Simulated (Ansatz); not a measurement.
Here is the system:

TiAl (CuAu type, space group P4/mmm)

```
CELL_PARAMETERS angstrom
      2.79729     0.00000     0.00000
      0.00000     2.79729     0.00000
      0.00000     0.00000     4.03230
ATOMIC_POSITIONS crystal
  Al 0.50000 0.50000 0.50000
  Ti 0.00000 0.00000 0.00000
```

E(V) scan at fixed shape, V₀ the volume above. Symmetry pins the atoms to their sites.

The numbers are results of PBEsol (plane waves to 420 eV, PAW, scalar-relativistic; Ansatz, a first-principles code), not measurements. k mesh 17×17×12 (Γ-centred), Fermi-Dirac smearing 0.05 eV. Energies are smeared free energies. Stress and pressure are positive under compression. With the shape held, the modulus is that of even scaling; a crystal free to change shape is softer. TiAl is run without spin polarisation. TiAl was relaxed with its symmetry unable to fall. ΔE is measured from the relaxed starting cell.

The scan covers V/V₀ from 0.940 to 1.060 in 9 points.

Question: What is ΔE at V/V₀ = 1.060?

Answer: 19 meV/atom.

Question: What is ΔE at V/V₀ = 0.940?

Answer: 24 meV/atom.

Question: What pressure does the cell carry at V/V₀ = 0.940?

Answer: 8.4 GPa.

(Under strain, the slope of the energy per volume gives the stress and its curvature an elastic modulus.)
